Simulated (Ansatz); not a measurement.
Relaxed-ion elastic tensor of LaB6 in space group Pm-3m (No. 221; La on 1a, B on 6f) in GPa (Voigt order), r²SCAN (plane waves, PAW; program Ansatz); density 4.73 g/cm³, 10.23 Å³ per atom.

```
      1     2     3     4     5     6
-  ----  ----  ----  ----  ----  ----
1   493  23.0  23.0   0.0   0.0   0.0
2  23.0   493  23.0   0.0   0.0   0.0
3  23.0  23.0   493   0.0   0.0   0.0
4   0.0   0.0   0.0  97.8   0.0   0.0
5   0.0   0.0   0.0   0.0  97.8   0.0
6   0.0   0.0   0.0   0.0   0.0  97.8
```

**Question.** Is the crystal mechanically stable?

**Answer.** Yes: the smallest eigenvalue of C is 97.8 GPa.

**Question.** Work out the Voigt, Reuss and Hill averages.

**Answer.** K_V = 180, K_R = 180, K_H = 180; G_V = 153, G_R = 128, G_H = 140 GPa.

**Question.** Give Young's modulus, Poisson's ratio, Pugh's ratio and the universal anisotropy index.

**Answer.** E = 9KG/(3K + G) = 334 GPa; ν = 0.19; K/G = 1.28 (brittle by the Pugh limit of 1.75); A_U = 5G_V/G_R + K_V/K_R − 6 = 0.98.

**Question.** Estimate the sound speeds and the Debye temperature.

**Answer.** v_l = √((K + 4G/3)/ρ) = 8810 m/s, v_t = √(G/ρ) = 5450 m/s, mean 6010 m/s; Θ = (h/k)(3n/4πV)^(1/3) v_m = 824 K.

**Question.** Give the Zener ratio and Young's modulus along [100], [110] and [111].

**Answer.** A = 2C44/(C11 − C12) = 0.42; 1/E = S11 − 2(S11 − S12 − S44/2)Γ with Γ = 0, 1/4, 1/3 gives 491, 283, 248 GPa.

**Question.** Solve the Christoffel equation for the three sound speeds along [100], [110], [111].

**Answer.** Eigenvalues of C_ijkl n_j n_l equal ρv². In km/s, slowest first: [100] 4.55, 4.55, 10.22; [110] 4.55, 7.05, 8.68; [111] 6.33, 6.33, 8.10.

The cell was relaxed with r²SCAN under the symmetry of its start; of distortions, only those at the zone centre were tested. As this level gives no gap, shear constants depend on the k-mesh and smearing (Fermi–Dirac, 0.1 eV here). Scalar-relativistic: spin–orbit coupling is off unless named, which matters more the heavier the elements.

Potentials: the later of the program's two PAW sets.
